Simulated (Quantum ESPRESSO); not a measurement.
ZrAl3TaTi2W, one composition in several site orders

A calculation, not a measurement. The program is pw.x of Quantum ESPRESSO 7.5 (plane-wave density functional theory). The cell is made up: eight metal atoms on a face-centred cubic lattice, with elements, volume, strain and displacements drawn at random and not relaxed, so it may be unstable or far from any real phase. PseudoDojo standard norm-conserving files set the functional (PBE unless stated); there is no spin polarisation or spin-orbit coupling, the Fermi-Dirac width of 0.25 eV means electrons at about 2900 K, and the masses in the input are unused placeholders. Heavy elements are run without spin-orbit coupling, which real alloys of them have. A spin test at this wide smearing found no moment, but such smearing suppresses magnetism that the real alloy may have.

The runs put one composition on the sites in different orders. Cell, positions, cutoff, mesh and smearing stay as in the input of run 1; sites are counted in its order. Stress in the tables is positive in tension.

Input of run 1:

```
&control calculation='scf', pseudo_dir='./dojo.nc.sr.pbe.v0_5.standard.upf', outdir='./o', disk_io='minimal', tprnfor=.true., tstress=.true. /
&system ibrav=0, nat=8, ntyp=5, nbnd=50, ecutwfc=84.00895049, nosym=.true., tot_charge=0,
 occupations='smearing', smearing='fd', degauss=0.0183746611
/
&electrons conv_thr=1.470e-08, electron_maxstep=70, mixing_beta=0.5 /
ATOMIC_SPECIES
Al 1.0 Al.upf
Ta 1.0 Ta.upf
Ti 1.0 Ti.upf
W 1.0 W.upf
Zr 1.0 Zr.upf
CELL_PARAMETERS angstrom
-2.1226 -4.0391 -2.0017
-4.0747 1.9284 2.0136
0.0702 4.0348 -4.065
ATOMIC_POSITIONS angstrom
Zr -0.0118 -0.0043 0.0334
Al 0.0407 2.0799 -2.0052
Ta -2.0163 2.0348 0.0649
Ti -1.9741 4.0965 -2.0761
Al -2.0824 -0.1552 -2.0439
Al -1.9613 1.9915 -4.0255
Ti -4.1762 -0.0429 0.0578
W -4.1412 1.9322 -2.0642
K_POINTS automatic
5 5 4 1 1 1
```

| run | elements on sites 1 to 8 | free energy less that of run 1 (eV) | -TS (eV) | pressure (GPa) | stress xx (GPa) | stress yy (GPa) | stress zz (GPa) | stress yz (GPa) | stress xz (GPa) | stress xy (GPa) | iterations |
| --- | --- | --- | --- | --- | --- | --- | --- | --- | --- | --- | --- |
| 1 | Zr Al Ta Ti Al Al Ti W | 0.000 | -1.410 | 5.88 | -6.87 | -6.37 | -4.39 | -1.35 | 0.33 | 1.56 | 17 |
| 2 | W Ti Ta Al Zr Ti Al Al | -0.174 | -1.459 | 6.41 | -5.88 | -7.43 | -5.93 | -0.07 | -0.72 | 3.07 | 17 |
| 3 | Ti Al Ti W Zr Al Ta Al | -0.028 | -1.438 | 6.29 | -6.62 | -6.80 | -5.45 | -2.05 | 1.87 | 2.23 | 14 |
| 4 | Al Al Al Zr Ta Ti Ti W | -0.044 | -1.413 | 6.84 | -6.05 | -7.13 | -7.33 | -0.63 | 1.09 | 3.77 | 16 |
| 5 | Ta Ti Zr W Ti Al Al Al | 0.145 | -1.477 | 7.52 | -7.98 | -8.04 | -6.55 | -0.67 | 0.91 | 3.16 | 15 |
| 6 | Al Zr Al Ta Ti Ti W Al | -0.269 | -1.399 | 6.19 | -7.43 | -5.42 | -5.72 | -0.31 | -0.18 | 3.69 | 13 |

Forces Fx Fy Fz (eV/Å):

```
site              run 1              run 2              run 3              run 4              run 5              run 6
   1   -1.07 0.02 -0.78     0.56 0.72 0.69     0.00 0.64 0.74   -0.13 0.62 -0.38     0.09 0.42 0.55   -0.21 0.63 -0.34
   2  -0.10 -0.60 -0.20   0.26 -0.50 -0.91  -0.06 -0.92 -0.99   0.00 -1.10 -0.55   0.22 -0.39 -0.70  -0.07 -1.18 -0.32
   3   -0.14 0.34 -1.40  -1.58 -1.39 -1.04  -0.58 -0.47 -0.63  -0.45 -0.22 -1.12  -0.92 -0.26 -1.14  -0.10 -0.53 -0.44
   4    0.46 -0.85 1.14   -0.31 -0.59 0.10  -0.65 -0.87 -0.16   -0.48 -1.39 0.43   -0.40 -1.40 0.13  -0.65 -0.67 -0.14
   5    -0.28 1.36 0.20    -0.08 2.07 0.49    -0.24 2.51 0.63     0.52 2.05 1.34     0.07 1.40 0.12    -0.50 1.75 1.24
   6    -0.78 0.19 0.83    -0.44 0.00 0.46   -0.65 -0.01 0.46    0.34 0.16 -0.14    -0.41 0.15 0.67  -0.56 -0.22 -0.58
   7   1.01 -0.59 -0.91    0.88 -0.49 0.13   1.31 -1.09 -0.24   0.55 -0.52 -0.71     0.57 0.04 0.20    1.11 -0.05 0.34
   8     0.90 0.13 1.12     0.72 0.19 0.07     0.87 0.22 0.18    -0.35 0.40 1.14     0.78 0.06 0.18     0.98 0.28 0.23
```

The sites are displaced and not relaxed, so the energy differences mix bonding between neighbours with strain and are not ordering energies. A rerun of one cell of this series at a higher cutoff and on a denser mesh moved values by no more than 0.006 eV in energy, 0.04 GPa in stress and 0.008 eV/Å in force, and a second program with other atomic files agreed on that cell to 2 % rms in force and 0.5 GPa in pressure.